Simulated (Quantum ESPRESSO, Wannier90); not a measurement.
## Wannier functions of Si₂N₂O (Cmc2₁)

```xyz
10
Lattice="4.4449 -2.7521 0.0000 4.4449 2.7521 0.0000 0.0000 0.0000 4.8586" Properties=species:S:1:pos:R:3 pbc="T T T"
Si     1.5746     0.8281     1.3152
Si    -1.5746    -0.8281    -1.1141
Si    -1.5746     0.8281     1.3152
Si     1.5746    -0.8281    -1.1141
N      1.9492     0.6804    -1.8705
N     -1.9492    -0.6804     0.5588
N     -1.9492     0.6804    -1.8705
N      1.9492    -0.6804     0.5588
O      0.0000     1.1488     1.0752
O      0.0000    -1.1488    -1.3541
```

Structure: Materials Project mp-4497, symmetrised, not relaxed again. COD (Crystallography Open Database) has an entry of this formula and space group (matched by these alone). Level: PBEsol, no spin polarisation, no spin-orbit coupling; pw.x of Quantum ESPRESSO at 68 Ry with PseudoDojo potentials, 4×4×4 k-points, Wannier90. Density: 8×8×6 mesh, cold smearing 0.01 Ry.

Bands 1-2 form an isolated set from -19.31 to -18.78 eV relative to the valence-band maximum (on the path) and are turned into 2 Wannier functions by minimising the spread from the start: atomic waves O 2s.

Where do the functions sit, how wide are they and what are they made of?


| functions | spread (Å²) | nearest atom, distance (Å) | second atom, distance (Å) | weight on atomic waves |
|---|---|---|---|---|
| 2 | 0.81 | O 0.09 | Si 1.60 | O 2s 69 %, Si 3p 13 %, Si 3s 12 % |

Ω_I = 1.62 Å², Ω_total = 1.62 Å²; the interpolated bands follow pw.x to 0.2 meV rms on the path. Only this start was tried; a symmetric start can stop on a saddle, and mixtures of these functions could lower the total by at most Ω_total − Ω_I.
